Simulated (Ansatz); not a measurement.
# TiSi: stationary points along a deformation path

The calculation used DFT PBEsol, scalar-relativistic, plane waves, PAW (Ansatz 0.2.0). Cutoff 420 eV, Γ-centred 18×24×24 k-points, Gaussian smearing of 0.15 eV. No spin polarisation. Energies are free energies at this smearing, counted from the undisturbed cell; pressure is positive in compression.

Reference structure (relaxed at this level; it needn't be the usual structure):

```xyz
2
Lattice="3.7932 0.0000 0.0000 0.0000 1.8028 2.0660 0.0000 -1.8028 2.0660" Properties=species:S:1:pos:R:3 pbc="T T T"
Ti    0.0000    0.0000    0.2096
Si    1.8966    0.0000    2.2758
```

At fixed volume and fractional coordinates, lengths along (0.000, 0.000, 1.000) are scaled against those across it; ρ is that ratio over its starting value. V = 14.128 Å³/atom. Δσ is the stress along the axis less the mean stress across it (compression positive).

| ρ | ΔE (meV/atom) | Δσ (GPa) | space group |
| --- | --- | --- | --- |
| 0.800 | 51.3 | 5.96 | Cmmm |
| 0.850 | 33.7 | 4.43 | Cmmm |
| 0.920 | 13.1 | 4.31 | Cmmm |
| 0.960 | 3.7 | 2.91 | Cmmm |
| 1.000 | 0.0 | -0.04 | Cmmm |
| 1.050 | 6.9 | -4.90 | Cmmm |
| 1.100 | 27.2 | -10.01 | Cmmm |
| 1.200 | 105.3 | -21.31 | Cmmm |
| 1.300 | 237.3 | -35.22 | Cmmm |

**Question.** How does the stress give the slope of the energy, and where is the energy stationary?

**Answer.** Along the path d ln(length) is 2/3 d ln ρ on the axis and −1/3 d ln ρ across it, so dE/d ln ρ = −(2/3) V Δσ: the energy falls with ρ where Δσ is positive. Δσ vanishes or changes sign between ρ = 0.960 and 1.000, a minimum (near 1.00 by linear interpolation). Pairs of stationary points between two samples would go unseen, and could change a minimum read from distant neighbours into a maximum.

**Question.** Integrate that slope from ρ = 1 to 0.850 by the trapezoid rule.

**Answer.** With V/N in Å³ and 1 eV/Å³ = 160.2 GPa the slopes at ρ = 1.000, 0.960, 0.920, 0.850 are 2, -171, -253, -261 meV/atom per unit of ln ρ. The steps add 3.4 + 9.0 + 20.3 = 32.8 meV/atom, against 33.7 from the energies; the trapezoid rule misses the curvature of the slope within each step.

In a metal these slopes depend on the k mesh and the smearing.

Cost: 9 runs of about 5.5 core-minutes in all, on Intel Xeon Platinum 8488C (Sapphire Rapids) (shared hosts).